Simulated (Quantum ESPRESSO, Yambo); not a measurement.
AlAs (zinc blende, space group F-43m, No. 216) under isotropic strain (on all lattice vectors), counted from the cell relaxed with PBEsol, atoms relaxed at each step. norm-conserving PBE (stringent potentials; Quantum ESPRESSO, 104 Ry, without SOC); G0W0 in Yambo (4×4×4 Γ-centred k mesh, bands 5 to 202 and a 15 Ry block in the screening, 202 bands in G with the Bruneval-Gonze terminator, plasmon pole fitted at 27.2 eV).

```json
[
 {"strain s (%)": "-3", "PBE direct gap at Γ (eV)": "2.729", "G0W0 direct gap at Γ (eV)": "3.601"},
 {"strain s (%)": "-2", "PBE direct gap at Γ (eV)": "2.476", "G0W0 direct gap at Γ (eV)": "3.318"},
 {"strain s (%)": "-1", "PBE direct gap at Γ (eV)": "2.231", "G0W0 direct gap at Γ (eV)": "3.053"},
 {"strain s (%)": "-0.5", "PBE direct gap at Γ (eV)": "2.110", "G0W0 direct gap at Γ (eV)": "2.921"},
 {"strain s (%)": "0", "PBE direct gap at Γ (eV)": "?", "G0W0 direct gap at Γ (eV)": "?"},
 {"strain s (%)": "+0.5", "PBE direct gap at Γ (eV)": "1.875", "G0W0 direct gap at Γ (eV)": "2.656"},
 {"strain s (%)": "+1", "PBE direct gap at Γ (eV)": "1.760", "G0W0 direct gap at Γ (eV)": "2.526"}
]
```

Fit a parabola in s to each column by least squares and predict the withheld row.

PBE: E = 1.992 − 0.2353 s + 0.0035 s² (largest residual 1 meV), giving 1.992 eV at s = +0; the run gave 1.992 eV, a miss of 0 meV. G0W0: E = 2.787 − 0.2624 s + 0.0028 s² (largest residual 5 meV), giving 2.787 eV at s = +0; the run gave 2.791 eV, a miss of 4 meV. The GW settings are held fixed; their convergence isn't established. The screening block changes size along the series (307 vectors at -3 %, 307 vectors at -2 %, 307 vectors at -1 %, 331 vectors at -0.5 %, 331 vectors at +0 %, 339 vectors at +0.5 %, 339 vectors at +1 %), which puts steps into the G0W0 values. Spin-orbit splittings are left out.
